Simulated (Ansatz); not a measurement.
Consider a crystal of Ta3N in space group R-3m (No. 166), with Ta on 6c and 3b; N on 3a.

Theory: DFT PBE, scalar-relativistic, plane waves, PAW in Ansatz 0.2.0. Cutoff 420 eV, Γ-centred mesh, Gaussian smearing, no spin polarisation.

Energies over the elements count from the elements' standard structures at the same level (N₂ as a molecule), with no fitted energy shifts.

**Question.** Give the relaxed lattice parameters and positions.

**Answer.**

Space group R-3m:H (No. 166). a = 3.079 Å, b = 3.079 Å, c = 21.925 Å, α = 90.00°, β = 90.00°, γ = 120.00°
```tsv
atom	site	symmetry	x	y	z
Ta	6c	3m	0.0000	0.0000	0.7242
Ta	3b	-3m	0.6667	0.3333	0.8333
N	3a	-3m	0.0000	0.0000	0.0000
```

Ta on a site of symmetry 3m has 3 N at 2.18 Å and 12 Ta at 2.98–3.09 Å; around Ta on a site of symmetry -3m lie 12 Ta at 2.98–3.08 Å; N has 6 Ta at 2.18 Å. Another local minimum with the same sites may exist.

**Question.** Where does its energy lie, and is it a metal?

**Answer.** The energy over the elements is −0.57 eV/atom and the gap on the 18×18×18 mesh of the 4-atom cell is 0 eV (a metal). A negative formation energy is needed for stability but isn't enough: competing phases decide.

The last run used Gaussian smearing of 0.10 eV. These runs have no spin–orbit coupling, which can matter for Ta. Symmetry constrained the relaxation, so the result can be a saddle point.
